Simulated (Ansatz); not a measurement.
## Density of states of CrO₂

Space group P4_2/mnm (No. 136). a = 4.421 Å, b = 4.421 Å, c = 2.917 Å, α = 90.00°, β = 90.00°, γ = 90.00°
| atom | site | symmetry | x | y | z |
| --- | --- | --- | --- | --- | --- |
| Cr | 2a | m.mm | 0.0000 | 0.0000 | 0.0000 |
| O | 4f | m.2m | 0.3010 | 0.3010 | 0.0000 |

The runs use the primitive cell with vectors (4.421, 0.000, 0.000), (0.000, 4.421, 0.000), (0.000, 0.000, 2.917) Å, to which the k mesh refers.

The cell is COD entry 9007540, as deposited and not checked against the literature; nothing was relaxed.

Semilocal functionals without U often leave such compounds metallic or with too small a gap, and the real magnetic order may differ.

Other magnetic orders may lie lower; this is the state that the run reached.

All numbers below come from DFT, PBE, all-electron LAPW, scalar-relativistic in Ansatz 0.2.0.

Numerical set-up: a Γ-centred 6×6×9 k mesh, Fermi–Dirac smearing of 0.05 eV, basis error target 0.5 meV/atom, spin-polarised from start moments Cr1 3, Cr2 3 μB, ending with a cell moment of 4.00 μB.

States per eV and cell, averaged over 0.6 eV, from -7.6 to 5.4 eV, with energies (bin centres) from the Fermi level; empty bins are left out. The partial columns, the largest 5 alone, are projections on Löwdin-orthogonalised atomic shells (those that the program's projection atoms carry: the occupied ones and, for some elements, an empty d or f shell; other empty shells have no column), summed over atoms of an element and both spins. Weights on diffuse s and p shells depend on that basis and aren't pure angular character.

```tsv
E (eV)	spin-up	spin-down	O 2p	Cr 3d	O 2s	Cr 4s	Cr 3p
-7.4	0.27	0.01	0.18	0.08	0.00	0.01	0.00
-6.8	1.64	0.55	1.48	0.59	0.02	0.08	0.01
-6.2	2.90	2.63	3.91	1.42	0.02	0.12	0.02
-5.6	2.15	2.71	3.33	1.42	0.02	0.06	0.02
-5.0	1.94	2.01	2.74	1.08	0.05	0.05	0.01
-4.4	2.11	2.14	3.22	0.87	0.07	0.04	0.01
-3.8	2.68	2.78	4.40	0.89	0.06	0.03	0.03
-3.2	2.43	2.15	3.51	0.97	0.03	0.02	0.02
-2.6	1.61	2.15	2.98	0.71	0.02	0.01	0.01
-2.0	1.77	2.39	3.57	0.53	0.02	0.01	0.00
-1.4	0.86	0.48	0.83	0.50	0.01	0.01	0.00
-0.8	4.20	0.02	1.05	3.05	0.02	0.04	0.00
-0.2	2.27	0.00	0.75	1.46	0.01	0.01	0.00
0.4	2.00	0.00	0.84	1.08	0.00	0.02	0.00
1.0	1.17	1.78	0.62	2.24	0.01	0.02	0.00
1.6	0.38	3.25	0.41	3.07	0.08	0.03	0.00
2.2	1.31	4.38	1.01	4.35	0.17	0.03	0.00
2.8	1.37	0.96	0.59	1.48	0.16	0.01	0.00
3.4	2.02	1.57	1.06	2.20	0.21	0.00	0.00
4.0	1.44	1.69	1.08	1.85	0.12	0.00	0.00
4.6	0.14	1.95	0.71	1.27	0.06	0.00	0.00
5.2	0.00	1.00	0.37	0.59	0.01	0.00	0.00
```

(1) Which of the resolved shells contributes most within 0.3 eV of the Fermi level?

(2) Where is the centre of the filled Cr 3d states between -14 eV and the top of the filled states?

Answers

(1) Cr 3d, with 60 % of all states there; O 2p follows with 37 %.

(2) -3.24 eV from the Fermi level.
